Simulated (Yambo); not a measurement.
RPA spectrum of MgO (rock salt, space group Fm-3m, No. 225) on PBEsol bands in Yambo (18×18×18 mesh, 15 bands, 4 Ry local-field block, 0.2 eV broadening; field along x). CGrdSpXd merges neighbouring transition energies to save time; the report line [X-CG] gives the poles kept by one of the 4 MPI tasks, and where the merging fails may depend on that split.

```
CGrdSpXd asked (%)  share reached (%)  poles used (one task)  static ε  largest change of Im ε (% of its maximum)              rough time
------------------  -----------------  ---------------------  --------  -----------------------------------------  ----------------------
100                               100                   2859      3.09                                        0.0                       1
70                                 69                   2001      3.09                                        0.0  within a factor of two
30                                 29                    856      3.09                                        0.5  within a factor of two
15                                  0                      4      3.12                                         12  within a factor of two
5                                   0                      4      3.12                                         12  within a factor of two
```

All runs end normally. In the runs at 15 %, 5 % few poles are left or the spectrum changes by over a quarter of its peak, and no warning says so. Times are rough ratios from shared machines. The k mesh wasn't tested; the rows compare only with each other.

Geometry relaxed with PBEsol; primitive cell a = 2.979 Å, b = 2.979 Å, c = 2.979 Å, α = 60.00°, β = 60.00°, γ = 60.00°.
